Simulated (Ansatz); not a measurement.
**Calculated 119Sn Mössbauer parameters for SnI4O12**

Cell: a refined structure from the COD whose atoms were relaxed with PBE, the cell held.

```cif
data_SnI4O12
_symmetry_space_group_name_H-M 'P-1'
_symmetry_Int_Tables_number 2
_cell_length_a 5.0576
_cell_length_b 6.2808
_cell_length_c 8.3865
_cell_angle_alpha 87.680
_cell_angle_beta 88.647
_cell_angle_gamma 89.031
loop_
_atom_site_label
_atom_site_type_symbol
_atom_site_symmetry_multiplicity
_atom_site_Wyckoff_symbol
_atom_site_fract_x
_atom_site_fract_y
_atom_site_fract_z
Sn Sn 1 b 0.0000 0.0000 0.5000
I2 I 2 i 0.5061 0.7763 0.2371
I4 I 2 i 0.9804 0.6996 0.8438
O6 O 2 i 0.7833 0.9589 0.2965
O8 O 2 i 0.3033 0.7954 0.4242
O10 O 2 i 0.8470 0.7455 0.6368
O12 O 2 i 0.8261 0.4351 0.8855
O14 O 2 i 0.6674 0.5284 0.2906
O16 O 2 i 0.7311 0.8623 0.9459
```

One atom of each set is listed.

Level of theory: DFT, r2SCAN, plane waves and PAW, scalar-relativistic, 500 eV cutoff, Γ-centred 5×4×3 k-points, Fermi–Dirac smearing 0.02 eV (Ansatz 0.2.0).

Isomer shifts (against SnO₂) follow from the electron density at the nucleus, δ = α(ρ − ρ₀), with α = 0.093 mm s⁻¹ a₀³ and ρ₀ = 183072.84 a₀⁻³ from a line fitted to 8 measured compounds at this level of theory (rms miss 0.14 mm/s). ΔE_Q = ½eQV_zz(1 + η²/3)^½ with Q = -0.132 b for the 23.9 keV state.

Task: Give the isomer shift and quadrupole splitting of each Sn site.

Result: 

```
site  atoms         first shell  ρ − ρ₀ (a₀⁻³)  δ (mm/s)  ΔE_Q (mm/s)     η
  Sn      1  6 O at 2.08–2.09 Å            0.8      0.07         0.47  0.47
```

The shift of Sn is typical of Sn(IV) in an ionic setting.

The largest force is 0.9 eV/Å, so the atoms aren't at the calculated equilibrium and relaxing them would move these values. Without spin–orbit coupling (the program notes it for Sn) the gradients are little affected as a rule: paired runs on crystals with a gap mostly move them by under 2 % at such atoms. With these PAW files V_zz is typically within 2 to 3 % of all-electron values, but misses above 10 % occur on Sn.

The run took 41 s of wall time (80 s of CPU time) and 1.5 GiB at its peak, on 2 threads of Intel Xeon 6975P-C (Granite Rapids) (x86_64; 8 cores open to the job, memory cap 5.0 GiB, no GPU), a shared host with a load of 0.4 a core.
